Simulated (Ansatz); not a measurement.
Relaxed-ion elastic tensor of GaP (rock salt, Fm-3m) in GPa (Voigt order), DFT-PBEsol in the program Ansatz with PAW potentials; density 5.08 g/cm³, 16.46 Å³ per atom.

|  | 1 | 2 | 3 | 4 | 5 | 6 |
|---|---|---|---|---|---|---|
| 1 | 188 | 55.4 | 55.4 | 0.0 | 0.0 | 0.0 |
| 2 | 55.4 | 188 | 55.4 | 0.0 | 0.0 | 0.0 |
| 3 | 55.4 | 55.4 | 188 | 0.0 | 0.0 | 0.0 |
| 4 | 0.0 | 0.0 | 0.0 | 23.1 | 0.0 | 0.0 |
| 5 | 0.0 | 0.0 | 0.0 | 0.0 | 23.1 | 0.0 |
| 6 | 0.0 | 0.0 | 0.0 | 0.0 | 0.0 | 23.1 |

### Question
Is the crystal mechanically stable?

### Answer
Yes: the smallest eigenvalue of C is 23.1 GPa.

### Question
Work out the Voigt, Reuss and Hill averages.

### Answer
K_V = 99.8, K_R = 99.8, K_H = 99.8; G_V = 40.4, G_R = 31.2, G_H = 35.8 GPa.

### Question
Give Young's modulus, Poisson's ratio, Pugh's ratio and the universal anisotropy index.

### Answer
E = 9KG/(3K + G) = 96.0 GPa; ν = 0.34; K/G = 2.79 (ductile by the Pugh limit of 1.75); A_U = 5G_V/G_R + K_V/K_R − 6 = 1.48.

### Question
Estimate the sound speeds and the Debye temperature.

### Answer
v_l = √((K + 4G/3)/ρ) = 5390 m/s, v_t = √(G/ρ) = 2660 m/s, mean 2980 m/s; Θ = (h/k)(3n/4πV)^(1/3) v_m = 349 K.

### Question
Give the Zener ratio and Young's modulus along [100], [110] and [111].

### Answer
A = 2C44/(C11 − C12) = 0.35; 1/E = S11 − 2(S11 − S12 − S44/2)Γ with Γ = 0, 1/4, 1/3 gives 163, 75.7, 64.2 GPa.

The start of the workflow was typed in or built on a structure type; neither database checked (COD, Materials Project) lists it. It is not the phase usual at ambient conditions (space group No. 216). Symmetry was held in the PBEsol relaxation; of distortions, only those at the zone centre were tested. As this level gives no gap, shear constants depend on the k-mesh and smearing (Fermi–Dirac, 0.1 eV here). Spin–orbit coupling is left out wherever it is not named.

Potentials: the later of the program's two PAW sets.
